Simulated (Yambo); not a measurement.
A G0W0@PBEsol run in Yambo for Sr2WZnO6 (space group Fm-3m, No. 225) (2×2×2 Γ-centred k mesh, bands 6 to 211 and a 7 Ry block in the screening, 211 bands in G with the Bruneval-Gonze terminator, plasmon pole fitted at 27.2 eV) gives these matrix elements, in eV, at the band edges (L → X):

```
state               E0    <Vxc>     <Σx>  <Σc(E0)>      Z
---------------  -----  -------  -------  --------  -----
valence edge     0.000  -23.428  -29.037     4.700  0.784
conduction edge  2.860  -16.923  -11.421    -3.988  0.812
```

Problem. Solve the linearised quasiparticle equation for both states, give the gap, and say how exchange and correlation each act on it.

Solution. E = E0 + Z(Σx + Σc − Vxc). Valence: 0.000 + 0.784 × (-29.037 + (4.700) − (-23.428)) = -0.71 eV. Conduction: 2.860 + 0.812 × (-11.421 + (-3.988) − (-16.923)) = 4.09 eV. The gap is 4.80 eV, against 2.86 eV in PBEsol. Replacing Vxc by bare exchange alone would open it by 11.11 eV; correlation takes back 8.69 eV of that, and Z scales what is left. Nearest settings tried, and what they do to the gap: 144 bands in W, 144 bands in G: +105 meV; 6 Ry block (259 vectors against 307): -2 meV. Not varied: mesh. So the settings aren't converged at that level. Oxides, nitrides and fluorides with a shallow 3d shell are known to need far more bands and larger blocks. The k mesh is coarse. Among the k points computed, the smallest G0W0 gap is 4.59 eV, Γ → X. Spin-orbit coupling is left out, which matters for elements this heavy: edges can move by tenths of an eV.

Geometry of the Materials Project entry, not relaxed at this level; primitive cell a = 5.7071 Å, b = 5.7071 Å, c = 5.7071 Å, α = 60.00°, β = 60.00°, γ = 60.00°.
